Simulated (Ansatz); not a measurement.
Molecular dynamics on a 1×1×1 supercell (6 atoms) of HfNI (R-3m), relaxed with r2SCAN+rVV10. Forces come from r2SCAN in Ansatz: Langevin thermostat and barostat (NPT), 300 K, steps of 1 fs. Classical nuclei, no spin polarisation; a few dozen steps show the first response, not equilibrium.

```yaml
crystal:
  lattice:
    - [1.8438740651, 1.0645611878, 10.4917039835]
    - [-1.8438740651, 1.0645611878, 10.4917039835]
    - [0.0, -2.1291223756, 10.4917039835]
  atoms:
    - { symbol: Hf, position: [0.7931574142, 0.7931574142, 0.7931574142] }
    - { symbol: Hf, position: [0.2068425858, 0.2068425858, 0.2068425858] }
    - { symbol: I, position: [0.3901108658, 0.3901108658, 0.3901108658] }
    - { symbol: I, position: [0.6098891342, 0.6098891342, 0.6098891342] }
    - { symbol: "N", position: [0.139176777, 0.139176777, 0.139176777] }
    - { symbol: "N", position: [0.860823223, 0.860823223, 0.860823223] }
kpoints:
  mp_grid: { grid: [4, 4, 4] }
hamiltonian:
  xc: r2scan
scf:
  occupations: { method: fermi_dirac, width: 0.026 }
md:
  ensemble: npt_langevin
  temperature: 300
  timestep: 1.0
  n_steps: 20
  initial_velocities: maxwell_boltzmann
  seed: 8038
```

Run as `ansatz run input.yaml --threads 4 --pin off --max-ram 4608MiB --backend cpu --events-out ev --progress --plain --runs-dir out`. Wall time 7.5 min on 4 threads of Arm Neoverse N1 (shared host); peak host memory 0.98 GiB.

| step | t (fs) | T (K) | free energy F from step 0 (meV/atom) | kinetic energy (meV/atom) | pressure (GPa) | volume (Å³/atom) | largest force (eV/Å) |
| --- | --- | --- | --- | --- | --- | --- | --- |
| 0 | 0 | 250 | 0.0 | 32.3 | 1.57 | 20.59 | 0.05 |
| 1 | 1 | 260 | 0.0 | 33.6 | 1.54 | 20.60 | 0.10 |
| 2 | 2 | 258 | 0.3 | 33.4 | 1.44 | 20.62 | 0.24 |
| 3 | 3 | 252 | 0.8 | 32.6 | 1.33 | 20.64 | 0.37 |
| 4 | 4 | 246 | 1.6 | 31.8 | 1.20 | 20.66 | 0.51 |
| 5 | 5 | 236 | 2.5 | 30.6 | 1.06 | 20.69 | 0.64 |
| 6 | 6 | 246 | 3.6 | 31.8 | 0.95 | 20.72 | 0.76 |
| 7 | 7 | 230 | 4.8 | 29.7 | 0.81 | 20.75 | 0.88 |
| 8 | 8 | 227 | 6.0 | 29.3 | 0.67 | 20.78 | 0.97 |
| 9 | 9 | 220 | 7.3 | 28.5 | 0.52 | 20.81 | 1.06 |
| 10 | 10 | 210 | 8.6 | 27.2 | 0.37 | 20.84 | 1.14 |
| 11 | 11 | 225 | 9.8 | 29.1 | 0.23 | 20.87 | 1.22 |
| 12 | 12 | 195 | 11.0 | 25.2 | 0.04 | 20.91 | 1.28 |
| 13 | 13 | 210 | 12.1 | 27.2 | -0.13 | 20.96 | 1.33 |
| 14 | 14 | 174 | 13.1 | 22.5 | -0.30 | 20.99 | 1.38 |
| 15 | 15 | 161 | 13.8 | 20.9 | -0.42 | 21.02 | 1.40 |
| 16 | 16 | 171 | 14.1 | 22.2 | -0.51 | 21.05 | 1.41 |
| 17 | 17 | 182 | 14.0 | 23.6 | -0.59 | 21.08 | 1.39 |
| 18 | 18 | 163 | 13.5 | 21.1 | -0.72 | 21.11 | 1.34 |
| 19 | 19 | 199 | 12.7 | 25.7 | -0.85 | 21.15 | 1.27 |
| 20 | 20 | 206 | 11.7 | 26.7 | -0.98 | 21.19 | 1.17 |

The temperature starts at 250 K, is lowest at step 15 (161 K, 15 fs) and ends at 206 K. The thermostat hasn't had time to restore it. The atoms start on their lattice sites with kinetic energy alone, so much of it first passes into potential energy. The first value is 5/6 of the setting, since velocities are drawn without the motion of the centre of mass and T is counted over all atoms.

Positions (Å) and forces (eV/Å) at step 20:
```
cell (Å): 1.861 1.075 10.592; -1.861 1.075 10.592; 0.000 -2.149 10.592
Hf  -0.002  -0.011  25.243    -0.459   0.500  -0.817
Hf   0.024   0.030   6.567    -0.250   0.068  -0.239
I   -0.019  -0.015  12.377    -0.022   0.049   0.478
I   -0.016   0.007  19.344     0.081   0.058  -0.067
N   -0.064   0.036   4.407     0.907  -0.423   0.612
N    0.021   0.046  27.356    -0.256  -0.252   0.034
```
